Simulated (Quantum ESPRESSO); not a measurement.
pw.x input (Quantum ESPRESSO 7.5; LDA, PseudoDojo standard norm-conserving files, scalar-relativistic):

```
&CONTROL
  calculation = 'scf'
  pseudo_dir = './pseudo'
  outdir = './out'
  tprnfor = .true.
  tstress = .true.
/
&SYSTEM
  ibrav = 0
  nat = 12
  ntyp = 4
  ecutwfc = 84.0
  ecutrho = 336.0
  occupations = 'smearing'
  smearing = 'fd'
  degauss = 0.002
  nbnd = 48
/
&ELECTRONS
  conv_thr = 1.2e-09
/
ATOMIC_SPECIES
O 15.9990 O.upf
P 30.9738 P.upf
Ti 47.8670 Ti.upf
Ba 137.3270 Ba.upf
CELL_PARAMETERS angstrom
  4.154055000000  -2.628330000000   0.000000000000
  4.154055000000   2.628330000000   0.000000000000
 -0.565045000000   0.000000000000   7.820765000000
ATOMIC_POSITIONS crystal
O   0.313620000000   0.313620000000   0.388330000000
O   0.686380000000   0.686380000000   0.611670000000
O   0.231630000000   0.712950000000   0.179680000000
O   0.768370000000   0.287050000000   0.820320000000
O   0.287050000000   0.768370000000   0.820320000000
O   0.712950000000   0.231630000000   0.179680000000
O   0.225960000000   0.225960000000   0.065170000000
O   0.774040000000   0.774040000000   0.934830000000
P   0.366650000000   0.366650000000   0.205650000000
P   0.633350000000   0.633350000000   0.794350000000
Ti   0.000000000000   0.000000000000   0.000000000000
Ba   0.000000000000   0.000000000000   0.500000000000
K_POINTS automatic
6 6 4 0 0 0
```

End of the output:

```

[...]
     the Fermi energy is     5.6448 ev
!    total energy              =    -467.98999083 Ry
     estimated scf accuracy    <          3.9E-10 Ry
     smearing contrib. (-TS)   =       0.00000000 Ry
     internal energy E=F+TS    =    -467.98999083 Ry
     The total energy is F=E-TS. E is the sum of the following terms:
     one-electron contribution =    -259.73190193 Ry
     hartree contribution      =     168.23478318 Ry
     xc contribution           =    -105.17029009 Ry
     ewald contribution        =    -271.32258199 Ry
     convergence has been achieved in  16 iterations
     Forces acting on atoms (cartesian axes, Ry/au):
     atom    1 type  1   force =     0.01025158    0.00000000   -0.03139816
     atom    2 type  1   force =    -0.01025158    0.00000000    0.03139816
     atom    3 type  1   force =    -0.01285318   -0.00390485   -0.00812187
     atom    4 type  1   force =     0.01285318    0.00390485    0.00812187
     atom    5 type  1   force =     0.01285318   -0.00390485    0.00812187
     atom    6 type  1   force =    -0.01285318    0.00390485   -0.00812187
     atom    7 type  1   force =    -0.00512275    0.00000000    0.01716882
     atom    8 type  1   force =     0.00512275    0.00000000   -0.01716882
     atom    9 type  2   force =    -0.00594664   -0.00000000    0.00641358
     atom   10 type  2   force =     0.00594664    0.00000000   -0.00641358
     atom   11 type  3   force =     0.00000000    0.00000000    0.00000000
     atom   12 type  4   force =     0.00000000    0.00000000    0.00000000
     Total force =     0.062949     Total SCF correction =     0.000040
     Computing stress (Cartesian axis) and pressure
          total   stress  (Ry/bohr**3)                   (kbar)     P=      -87.01
  -0.00056497   0.00000000  -0.00000507          -83.11        0.00       -0.75
   0.00000000  -0.00054930  -0.00000000            0.00      -80.81       -0.00
  -0.00000507   0.00000000  -0.00066019           -0.75        0.00      -97.12
```
In a gapped system the printed Fermi energy is only some level inside the gap.

Geometry of the Materials Project entry, not relaxed at this level.
